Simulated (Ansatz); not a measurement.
A relaxation computed with Ansatz, from input to last step.

```yaml
crystal:
  lattice:
    - [3.1181371503, 1.8002573231, 5.6754778661]
    - [-3.1181371503, 1.8002573231, 5.6754778661]
    - [0.0, -3.6005146463, 5.6754778661]
  atoms:
    - { symbol: In, position: [0.05625, 0.44375, 0.75] }
    - { symbol: In, position: [0.75, 0.05625, 0.44375] }
    - { symbol: In, position: [0.44375, 0.75, 0.05625] }
    - { symbol: In, position: [0.94375, 0.55625, 0.25] }
    - { symbol: In, position: [0.25, 0.94375, 0.55625] }
    - { symbol: In, position: [0.55625, 0.25, 0.94375] }
    - { symbol: F, position: [0.85218, 0.85218, 0.85218] }
    - { symbol: F, position: [0.64782, 0.64782, 0.64782] }
    - { symbol: F, position: [0.14782, 0.14782, 0.14782] }
    - { symbol: F, position: [0.35218, 0.35218, 0.35218] }
basis:
  ecutwfc: 420
kpoints:
  mp_grid: { grid: [3, 3, 3] }
hamiltonian:
  xc: pbe
scf:
  occupations: { method: gaussian, width: 0.1 }
  lower_state_search: "off"
output:
  forces: true
  stress: true
  eigenvalues: true
relax:
  adjacent_minimum: "off"
  f_tol: 0.04
  max_steps: 70
  cell: { stress_tol: 0.4 }
```

```bash
ansatz run input.yaml --threads 1 --pin off --max-ram 2560MiB --backend cpu --events-out ev --progress --plain --runs-dir out
```

The calculation used DFT PBE, scalar-relativistic, plane waves, PAW in Ansatz.

Of 15 frames 10 are shown, positions in Å and forces in eV/Å; the SCF threshold varies from step to step. Steps run on the plane waves of an earlier cell, with a Pulay correction in the pressure. The basis is chosen afresh for the last frame, the zero of the energies, and at times for earlier ones too; energy and pressure step there, also at an unchanged geometry. Here that happened at steps 10 (-23 meV/atom, 1.4 GPa), 13 (-5 meV/atom, 0.2 GPa); the frames before carry an error of that size.

```xyz
10
Lattice="3.1181 1.8003 5.6755 -3.1181 1.8003 5.6755 0.0000 -3.6005 5.6755" Properties=species:S:1:pos:R:3:forces:R:3 pbc="T T T" step=1 free_energy_over_end_meV_per_atom=272.11 pressure_GPa=12.08
In   -1.2083   -1.8003    7.0943    0.4600    0.0000    0.0000
In    2.1632   -0.1463    7.0943   -0.2300    0.3984    0.0000
In   -0.9549    1.9465    7.0943   -0.2300   -0.3984    0.0000
In    1.2083    1.8003    9.9321   -0.4600    0.0000    0.0000
In   -2.1632    0.1463    9.9321    0.2300   -0.3984    0.0000
In    0.9549   -1.9465    9.9321    0.2300    0.3984    0.0000
F     0.0000    0.0000   14.5096    0.0000    0.0000    0.0474
F     0.0000    0.0000   11.0301    0.0000    0.0000   -0.0474
F     0.0000    0.0000    2.5168    0.0000    0.0000   -0.0474
F     0.0000    0.0000    5.9964    0.0000    0.0000    0.0474
10
Lattice="3.2925 1.9009 6.0872 -3.2925 1.9009 6.0872 0.0000 -3.8018 6.0872" Properties=species:S:1:pos:R:3:forces:R:3 pbc="T T T" step=3 free_energy_over_end_meV_per_atom=107.16 pressure_GPa=0.14
In   -1.0587   -1.9009    7.6090    0.0445    0.0000    0.0000
In    2.1756    0.0336    7.6090   -0.0223    0.0386    0.0000
In   -1.1169    1.8673    7.6090   -0.0223   -0.0386    0.0000
In    1.0587    1.9009   10.6525   -0.0445    0.0000    0.0000
In   -2.1756   -0.0336   10.6525    0.0223   -0.0386    0.0000
In    1.1169   -1.8673   10.6525    0.0223    0.0386    0.0000
F     0.0000    0.0000   15.4001    0.0000    0.0000   -0.2922
F     0.0000    0.0000   11.9921    0.0000    0.0000    0.2922
F     0.0000    0.0000    2.8614    0.0000    0.0000    0.2922
F     0.0000    0.0000    6.2694    0.0000    0.0000   -0.2922
10
Lattice="3.2786 1.8929 6.1389 -3.2786 1.8929 6.1389 0.0000 -3.7859 6.1389" Properties=species:S:1:pos:R:3:forces:R:3 pbc="T T T" step=4 free_energy_over_end_meV_per_atom=86.44 pressure_GPa=-1.12
In   -0.8802   -1.8929    7.6737   -0.1131    0.0000    0.0000
In    2.0794    0.1842    7.6737    0.0565   -0.0979    0.0000
In   -1.1992    1.7088    7.6737    0.0565    0.0979    0.0000
In    0.8802    1.8929   10.7432    0.1131    0.0000    0.0000
In   -2.0794   -0.1842   10.7432   -0.0565    0.0979    0.0000
In    1.1992   -1.7088   10.7432   -0.0565   -0.0979    0.0000
F     0.0000    0.0000   15.3228    0.0000    0.0000   -0.2337
F     0.0000    0.0000   12.3025    0.0000    0.0000    0.2337
F     0.0000    0.0000    3.0940    0.0000    0.0000    0.2337
F     0.0000    0.0000    6.1144    0.0000    0.0000   -0.2337
10
Lattice="3.1832 1.8378 6.2895 -3.1832 1.8378 6.2895 0.0000 -3.6756 6.2895" Properties=species:S:1:pos:R:3:forces:R:3 pbc="T T T" step=6 free_energy_over_end_meV_per_atom=67.12 pressure_GPa=-0.73
In   -0.8035   -1.8378    7.8619   -0.2086    0.0000    0.0000
In    1.9934    0.2230    7.8619    0.1043   -0.1807    0.0000
In   -1.1898    1.6148    7.8619    0.1043    0.1807    0.0000
In    0.8035    1.8378   11.0066    0.2086    0.0000    0.0000
In   -1.9934   -0.2230   11.0066   -0.1043    0.1807    0.0000
In    1.1898   -1.6148   11.0066   -0.1043   -0.1807    0.0000
F     0.0000    0.0000   15.5753    0.0000    0.0000   -0.1774
F     0.0000    0.0000   12.7274    0.0000    0.0000    0.1774
F     0.0000    0.0000    3.2932    0.0000    0.0000    0.1774
F     0.0000    0.0000    6.1410    0.0000    0.0000   -0.1774
10
Lattice="3.0680 1.7713 6.5733 -3.0680 1.7713 6.5733 0.0000 -3.5426 6.5733" Properties=species:S:1:pos:R:3:forces:R:3 pbc="T T T" step=7 free_energy_over_end_meV_per_atom=49.37 pressure_GPa=-0.49
In   -0.8190   -1.7713    8.2166   -0.1892    0.0000    0.0000
In    1.9435    0.1764    8.2166    0.0946   -0.1638    0.0000
In   -1.1245    1.5950    8.2166    0.0946    0.1638    0.0000
In    0.8190    1.7713   11.5032    0.1892    0.0000    0.0000
In   -1.9435   -0.1764   11.5032   -0.0946    0.1638    0.0000
In    1.1245   -1.5950   11.5032   -0.0946   -0.1638    0.0000
F     0.0000    0.0000   16.1947    0.0000    0.0000   -0.1391
F     0.0000    0.0000   13.3850    0.0000    0.0000    0.1391
F     0.0000    0.0000    3.5251    0.0000    0.0000    0.1391
F     0.0000    0.0000    6.3348    0.0000    0.0000   -0.1391
10
Lattice="3.0763 1.7761 6.5375 -3.0763 1.7761 6.5375 0.0000 -3.5522 6.5375" Properties=species:S:1:pos:R:3:forces:R:3 pbc="T T T" step=9 free_energy_over_end_meV_per_atom=43.34 pressure_GPa=0.03
In   -0.8893   -1.7761    8.1718    0.0006    0.0000    0.0000
In    1.9828    0.1179    8.1718   -0.0003    0.0005    0.0000
In   -1.0935    1.6582    8.1718   -0.0003   -0.0005    0.0000
In    0.8893    1.7761   11.4406   -0.0006    0.0000    0.0000
In   -1.9828   -0.1179   11.4406    0.0003   -0.0005    0.0000
In    1.0935   -1.6582   11.4406    0.0003    0.0005    0.0000
F     0.0000    0.0000   16.0566    0.0000    0.0000   -0.0071
F     0.0000    0.0000   13.3620    0.0000    0.0000    0.0071
F     0.0000    0.0000    3.5558    0.0000    0.0000    0.0071
F     0.0000    0.0000    6.2504    0.0000    0.0000   -0.0071
10
Lattice="3.0763 1.7761 6.5375 -3.0763 1.7761 6.5375 0.0000 -3.5522 6.5375" Properties=species:S:1:pos:R:3:forces:R:3 pbc="T T T" step=10 free_energy_over_end_meV_per_atom=20.30 pressure_GPa=1.45
In   -0.8893   -1.7761    8.1718    0.0012    0.0000    0.0000
In    1.9828    0.1179    8.1718   -0.0006    0.0011    0.0000
In   -1.0935    1.6582    8.1718   -0.0006   -0.0011    0.0000
In    0.8893    1.7761   11.4406   -0.0012    0.0000    0.0000
In   -1.9828   -0.1179   11.4406    0.0006   -0.0011    0.0000
In    1.0935   -1.6582   11.4406    0.0006    0.0011    0.0000
F     0.0000    0.0000   16.0566    0.0000    0.0000   -0.0048
F     0.0000    0.0000   13.3620    0.0000    0.0000    0.0048
F     0.0000    0.0000    3.5558    0.0000    0.0000    0.0048
F     0.0000    0.0000    6.2504    0.0000    0.0000   -0.0048
10
Lattice="3.0300 1.7494 7.0846 -3.0300 1.7494 7.0846 0.0000 -3.4988 7.0846" Properties=species:S:1:pos:R:3:forces:R:3 pbc="T T T" step=12 free_energy_over_end_meV_per_atom=5.92 pressure_GPa=-0.13
In   -0.9171   -1.7494    8.8558   -0.0082    0.0000    0.0000
In    1.9736    0.0805    8.8558    0.0041   -0.0071    0.0000
In   -1.0565    1.6689    8.8558    0.0041    0.0071    0.0000
In    0.9171    1.7494   12.3981    0.0082    0.0000    0.0000
In   -1.9736   -0.0805   12.3981   -0.0041    0.0071    0.0000
In    1.0565   -1.6689   12.3981   -0.0041   -0.0071    0.0000
F     0.0000    0.0000   17.3673    0.0000    0.0000    0.0002
F     0.0000    0.0000   14.5135    0.0000    0.0000   -0.0002
F     0.0000    0.0000    3.8865    0.0000    0.0000   -0.0002
F     0.0000    0.0000    6.7404    0.0000    0.0000    0.0002
10
Lattice="3.0300 1.7494 7.0846 -3.0300 1.7494 7.0846 0.0000 -3.4988 7.0846" Properties=species:S:1:pos:R:3:forces:R:3 pbc="T T T" step=13 free_energy_over_end_meV_per_atom=0.60 pressure_GPa=0.06
In   -0.9171   -1.7494    8.8558   -0.0069    0.0000    0.0000
In    1.9736    0.0805    8.8558    0.0035   -0.0060    0.0000
In   -1.0565    1.6689    8.8558    0.0035    0.0060    0.0000
In    0.9171    1.7494   12.3981    0.0069    0.0000    0.0000
In   -1.9736   -0.0805   12.3981   -0.0035    0.0060    0.0000
In    1.0565   -1.6689   12.3981   -0.0035   -0.0060    0.0000
F     0.0000    0.0000   17.3673    0.0000    0.0000   -0.0037
F     0.0000    0.0000   14.5135    0.0000    0.0000    0.0037
F     0.0000    0.0000    3.8865    0.0000    0.0000    0.0037
F     0.0000    0.0000    6.7404    0.0000    0.0000   -0.0037
10
Lattice="3.0072 1.7362 7.1887 -3.0072 1.7362 7.1887 0.0000 -3.4724 7.1887" Properties=species:S:1:pos:R:3:forces:R:3 pbc="T T T" step=15 free_energy_over_end_meV_per_atom=0.00 pressure_GPa=0.23
In   -0.9157   -1.7362    8.9858    0.0104    0.0000    0.0000
In    1.9615    0.0751    8.9858   -0.0052    0.0090    0.0000
In   -1.0457    1.6611    8.9858   -0.0052   -0.0090    0.0000
In    0.9157    1.7362   12.5801   -0.0104    0.0000    0.0000
In   -1.9615   -0.0751   12.5801    0.0052   -0.0090    0.0000
In    1.0457   -1.6611   12.5801    0.0052    0.0090    0.0000
F     0.0000    0.0000   17.6059    0.0000    0.0000    0.0278
F     0.0000    0.0000   14.7431    0.0000    0.0000   -0.0278
F     0.0000    0.0000    3.9601    0.0000    0.0000   -0.0278
F     0.0000    0.0000    6.8229    0.0000    0.0000    0.0278
```

The start puts this composition into another compound's structure type, which needn't suit it. At the end the space group is R-3c (tolerance 0.05 Å).

Time: 47 s on 1 thread of Intel(R) Xeon(R) 6975P-C (Granite Rapids) (shared host), peak memory 0.56 GiB.

The k mesh is coarse. Spin polarisation was left out, and a magnetic state may lie lower.